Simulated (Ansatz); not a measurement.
## Calculated ¹⁴N nuclear quadrupole resonance for Si₃N₄

Cell: a computed structure from the Materials Project (it need not be an observed phase).

Space group P6_3/m (No. 176); a = 7.6045, c = 2.9052 Å, γ = 120.00°.

| site | Wyckoff | site symmetry | x | y | z |
| --- | --- | --- | --- | --- | --- |
| Si | 6h | m.. | 0.2311 | 0.8249 | 0.7500 |
| N7 | 2d | -6.. | 0.3333 | 0.6667 | 0.7500 |
| N9 | 6h | m.. | 0.9692 | 0.6699 | 0.7500 |

One atom of each set is listed.

All values are calculated (Ansatz; DFT, LDA, plane waves and PAW, scalar-relativistic, 420 eV cutoff, Γ-centred 4×4×10 k-points, Fermi–Dirac smearing 0.02 eV), not measured.

¹⁴N: I = 1, Q = 20.44 mb (year-2017 value). Static lattice, zero field.

(1) At which frequencies do the ¹⁴N NQR lines lie?

## Answers

(1) For I = 1 the lines are ν± = (3/4)|C_Q|(1 ± η/3) and ν₀ = |C_Q|η/2.

```
site  atoms  V_zz (10²¹ V/m²)  C_Q (MHz)     η  line frequencies (MHz)
  N7      2             -4.72      -2.33  0.00                    1.75
  N9      6             -4.76      -2.35  0.07      0.0858, 1.72, 1.81
```

An axis of threefold or higher order runs through N7, so V_zz lies along it and η is zero. At N9 V_zz stands upright on the plane through its three neighbours (within 4°).
